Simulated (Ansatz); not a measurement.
Input and command of a plane-wave DFT calculation in Ansatz:

```yaml
crystal:
  lattice:
    - [2.2675, 1.3091417354, 3.938]
    - [-2.2675, 1.3091417354, 3.938]
    - [0.0, -2.6182834708, 3.938]
  atoms:
    - { symbol: Bi, position: [0.234, 0.234, 0.234] }
    - { symbol: Bi, position: [0.766, 0.766, 0.766] }
basis:
  ecutwfc: 420
kpoints:
  mp_grid: { grid: [6, 6, 6] }
hamiltonian:
  xc: pbe
scf:
  occupations: { method: gaussian, width: 0.1 }
output:
  forces: true
  stress: true
  eigenvalues: true
```

```bash
ansatz run input.yaml --threads 1 --pin off --max-ram 3072MiB --backend cpu --events-out ev --progress --plain --runs-dir out
```

Processor: Intel(R) Xeon(R) Processor @ 2.50GHz (Skylake/Cascade Lake), 1 thread, on a host shared with other jobs.

Q: Estimate time, memory and problem size.

A: About 5.7 s on 1 thread of Intel(R) Xeon(R) Processor @ 2.50GHz (Skylake/Cascade Lake), on a shared host, peak memory 0.35 GiB. It solves 19 bands at 32 k points (the mesh reduced by the symmetry that the task leaves, which can be less than the crystal's) with about 1369 plane waves, in 6 SCF iterations.
